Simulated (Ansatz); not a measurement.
HfZrSe4 (P6/mmm)

Method: Ansatz, DFT PBE, scalar-relativistic, plane waves, PAW.

Cutoff 420 eV; k points 12×12×6 on the computed 6-atom cell (Γ-centred); Gaussian smearing, width 0.10 eV; no spin polarisation.

The structure is relaxed at this level of theory with its symmetry kept, and needn't be the ground state of this composition.

Space group P6/mmm (No. 191). a = 4.749 Å, b = 4.749 Å, c = 6.275 Å, α = 90.00°, β = 90.00°, γ = 120.00°
| atom | site | symmetry | x | y | z |
| --- | --- | --- | --- | --- | --- |
| Zr | 1b | 6/mmm | 0.0000 | 0.0000 | 0.5000 |
| Hf | 1a | 6/mmm | 0.0000 | 0.0000 | 0.0000 |
| Se | 4h | 3m. | 0.3333 | 0.6667 | 0.7500 |

| Property | Result |
| --- | --- |
| Space group | P6/mmm (No. 191) |
| Volume per atom | 20.43 Å³ |
| Formation energy from the elements' standard states (uncorrected) | -0.173 eV/atom |
| Kohn–Sham band gap | none (metal) |
| Density of states at the Fermi level | 4.2 states/eV per cell |
| Orbital (Löwdin) character within 0.5 eV of the Fermi level | Se 4p 36 %, Zr 4d 29 %, Hf 5d 24 %, unprojected 4 % |
| Bader charge by site (e) | Zr (1 in the cell) 1.39, Hf (1 in the cell) 1.44, Se (4 in the cell) -0.71 |

Spin-orbit coupling is left out, which matters for the bands of heavy elements.

Another cell of HfZrSe4 relaxed alike, in P-3m1, lies 1.18 eV/atom lower, so this cell isn't the stable form at this level.

The cell was found from a structure generator's guess, not taken from experiment. Löwdin shares on free-atom orbitals overweight diffuse shells.
